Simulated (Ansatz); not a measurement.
Theory: Ansatz, DFT PBE, scalar-relativistic, plane waves, PAW. Cutoff 420 eV, Γ-centred meshes of about 0.25 Å⁻¹ or finer for metals and 0.3 Å⁻¹ for insulators (2π included), Gaussian smearing. No spin polarisation.

These are static total energies at zero pressure.

Two forms of Ti3H2 were relaxed alike.

1.

```yaml
crystal:
  lattice:
    - [1.47230, 0.85004, 7.26739]
    - [-1.47230, 0.85004, 7.26739]
    - [0.00000, -1.70007, 7.26739]
  atoms:
    - { symbol: Ti, position: [0.78034, 0.78034, 0.78034] }
    - { symbol: Ti, position: [0.21966, 0.21966, 0.21966] }
    - { symbol: Ti, position: [0.00000, 0.00000, 0.00000] }
    - { symbol: H, position: [0.38814, 0.38814, 0.38814] }
    - { symbol: H, position: [0.61186, 0.61186, 0.61186] }
```

2.

```yaml
crystal:
  lattice:
    - [5.15107, 0.00000, 0.00000]
    - [-2.57554, 4.46096, 0.00000]
    - [0.00000, 0.00000, 4.77382]
  atoms:
    - { symbol: Ti, position: [0.00000, 0.67565, 0.75000] }
    - { symbol: Ti, position: [0.32435, 0.00000, 0.25000] }
    - { symbol: Ti, position: [0.67565, 0.67565, 0.25000] }
    - { symbol: Ti, position: [0.00000, 0.32435, 0.25000] }
    - { symbol: Ti, position: [0.32435, 0.32435, 0.75000] }
    - { symbol: Ti, position: [0.67565, 0.00000, 0.75000] }
    - { symbol: H, position: [0.66667, 0.33333, 0.50000] }
    - { symbol: H, position: [0.33333, 0.66667, 0.50000] }
    - { symbol: H, position: [0.33333, 0.66667, 0.00000] }
    - { symbol: H, position: [0.66667, 0.33333, 0.00000] }
```

Task: Which is lower in energy, and by how much?

Result: Cell 1 is lower, by 24 meV/atom. Cell 1 has the anti-tetradymite type, space group R-3m (No. 166), 10.9 Å³/atom and no gap on its mesh; cell 2 has space group P6_3/mcm (No. 193), 11.0 Å³/atom and no gap. Counting H atoms around Ti (those within 1.25 times the shortest such distance or 1.15 times the sum of covalent radii, 1.27 where that leaves under three; a slash parts the counts of unlike sites), cell 1 has Ti 3/6 and cell 2 has Ti 4. In cell 1, Ti on a site of symmetry 3m has 3 H at 2.13 Å and 12 Ti at 2.87–3.01 Å; around Ti on a site of symmetry -3m lie 6 H at 2.08 Å; around H lie 6 Ti at 2.08–2.13 Å. In cell 2, around Ti lie 4 H at 2.11 Å and 12 Ti at 2.89–3.01 Å; around H lie 6 Ti at 2.11 Å and 2 H at 2.39 Å. Both come from trial cells of a structure search, whose lowest cell (C2, 11.5 Å³/atom) lies 32 meV/atom below the lower of the two.

The k mesh leaves some 4 meV/atom of noise in the energy of each metallic cell. With hydrogen, zero-point motion can shift such differences by 10 meV/atom or more. Trial moments fell under 0.15 μB along the way in R-3m and P6_3/mcm; another start might hold them. With atoms moved at random, cell 1 (by 19 meV/atom) fell into a lower structure. Cell 2 had no clear such test and can be a saddle point. Some types were kept out of the candidates beforehand, so the set may lack a known form.
